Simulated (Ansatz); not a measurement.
Si in space group I4/mmm (No. 139; Si on 4e) at seven volumes, r²SCAN in the plane-wave PAW code Ansatz, shape and atoms relaxed at each. One row is withheld.

| V (Å³/atom) | P (GPa) |
|---|---|
| 15.893 | 11.52 |
| 16.416 | 7.06 |
| 16.940 | 3.25 |
| 17.464 | 0.00 |
| 17.988 | -2.77 |
| 18.512 | ? |
| 19.036 | -7.14 |

Q: Fit the shown pressures and predict the withheld one.

A: P = (3/2)B₀(x^(7/2) − x^(5/2))[1 + (3/4)(B′ − 4)(x − 1)] with x = (V₀/V)^(2/3). Least squares on the six rows gives V₀ = 17.464 Å³/atom, B₀ = 99.7 GPa, B′ = 4.30. At V = 18.512, x = 0.9619 and P = -5.13 GPa. The run itself gave -5.13 GPa.

The start of the workflow was typed in or built on a structure type; the Crystallography Open Database copy checked does not list it. It is not the phase usual at ambient conditions (space group No. 227). The cell was relaxed with r²SCAN under the symmetry of its start; whether a distortion lowers the energy is not shown.

Potentials: the later of the program's two PAW sets.
